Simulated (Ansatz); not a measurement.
Ge (Imma), clamped-ion strain scan

The calculation used Ansatz 0.2.0, DFT PBEsol, scalar-relativistic, plane waves, PAW. Cutoff 420 eV, Γ-centred 20×20×20 k-points, Gaussian smearing of 0.15 eV. No spin polarisation. Energies are free energies at this smearing, counted from the undisturbed cell; pressure is positive in compression.

Zero of the scan (as given, not relaxed at this level; it stands at -2.5 GPa; this form isn't the usual structure):

```
Ge
1.0
    -2.49590    2.65086    1.43695
     2.49590   -2.65086    1.43695
     2.49590    2.65086   -1.43695
Ge
2
Direct
  0.18594 0.93594 0.25000
  0.81406 0.06406 0.75000
```

The cell is strained by ε times the Voigt pattern (0, 1, 0, 0, 0, 0) (xx, yy, zz, yz, xz, xy; engineering shear) with fractional coordinates fixed. The cell is metallic on the mesh throughout.

```
      ε  ΔE (meV/atom)
-0.0200           -3.2
-0.0150           -3.2
-0.0100           -2.7
-0.0050           -1.6
 0.0000            0.0
 0.0050            2.0
 0.0100            4.5
 0.0150            7.5
 0.0175            9.1
 0.0200           10.8
```

(1) Predict the stress summed along the pattern (GPa, tension positive) at each point.

Answers

(1)
```csv
ε,"stress summed along the pattern (GPa, tension positive)"
-0.0200,-0.48
-0.0150,0.49
-0.0100,1.39
-0.0050,2.24
0.0000,3.05
0.0050,3.83
0.0100,4.58
0.0150,5.31
0.0175,5.65
0.0200,5.99
```